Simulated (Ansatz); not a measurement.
All numbers below come from DFT PBE, scalar-relativistic, plane waves, PAW (Ansatz 0.2.0). All cells share a 420 eV cutoff and Γ-centred k meshes spaced at most about 0.3 Å⁻¹ (about 0.25 or finer for metals, 2π included). No spin polarisation in the final relaxations.

Temperature and zero-point effects are left out.

Compare these two cells of Al₂Cl₂F, each relaxed at this level.

1. Space group P-3m1 (No. 164), trigonal, a = 3.801 Å, c = 8.948 Å. Al is surrounded by 3 F at 2.43 Å, 3 Cl at 2.67 Å and 3 Al at 3.04 Å; Cl is surrounded by 3 Al at 2.67 Å; F has 6 Al at 2.43 Å.

2. Space group P6/mmm (No. 191), hexagonal, a = 5.407 Å, c = 7.033 Å. Al has 1 F at 1.76 Å, 2 Al at 3.51–3.52 Å and 6 Cl at 3.58 Å; around Cl lie 3 Cl at 3.12 Å, 3 F at 3.12 Å and 6 Al at 3.58 Å (long contacts); around F lie 2 Al at 1.76 Å and 6 Cl at 3.12 Å.

Question: Which form is favoured at zero pressure, and by what margin per atom?

Answer: Cell 1 is lower, by 0.49 eV/atom. Cell 1 has space group P-3m1 (No. 164), 22.4 Å³/atom and no gap on its mesh; cell 2 has space group P6/mmm (No. 191), 35.6 Å³/atom and no gap. The shortest distance is 2.43 Å (Al–F) in cell 1 and 1.76 Å (Al–F) in cell 2. Both come from invented guesses. A third cell relaxed alike, in R-3m, lies 172 meV/atom below the lower of the two.

Weakly bound directions are ill-defined at this level, which has no dispersion term (P-3m1, P6/mmm), and this can change margins and order among such cells. In P-3m1, P6/mmm an odd number of electrons in the primitive cell allows no gap without spin; a larger cell or a magnetic state could open one. Cells relaxed within their symmetry can be saddle points.
